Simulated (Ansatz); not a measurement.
AlGa$_{3}$N$_{4}$ in space group P-43m (No. 215; Al on 1a, Ga on 3c, N on 4e), r²SCAN in the plane-wave PAW code Ansatz, all energies at zero smearing, with the estimated change up to a 700 eV cutoff added, with one set of potentials and settings (totals compare only within such a set). Cell of 8 atoms (1 Al, 3 Ga, 4 N): -13457.564 eV.

| element | reference phase | E (eV/atom) |
|---|---|---|
| Al | Fm-3m, 1 atoms in the cell | -540.4083 |
| Ga | Cmce, 4 atoms in the cell | -3790.2689 |
| N | Pa-3, 8 atoms in the cell | -384.8315 |

Formation energy per atom, worked out: (-13457.564 − 1×(-540.4083) − 3×(-3790.2689) − 4×(-384.8315))/8 = -0.878 eV/atom (-85 kJ per mol of atoms), at 0 K, without zero-point energy or fitted corrections.

The first step of the workflow began from a Materials Project structure, measured or hypothetical; the Crystallography Open Database copy checked does not list it. With Al and Ga taken as one species the cell has the higher symmetry F-43m, so it may be an ordered model of a mixed-site phase. Whether it is the stable phase at ambient conditions was not checked. Symmetry was held in the r²SCAN relaxation; its stability against distortions is not shown here. The references are the lowest solids computed at this level, not always the standard phases (solids in place of the gases).

Potentials: the later of the program's two PAW sets.
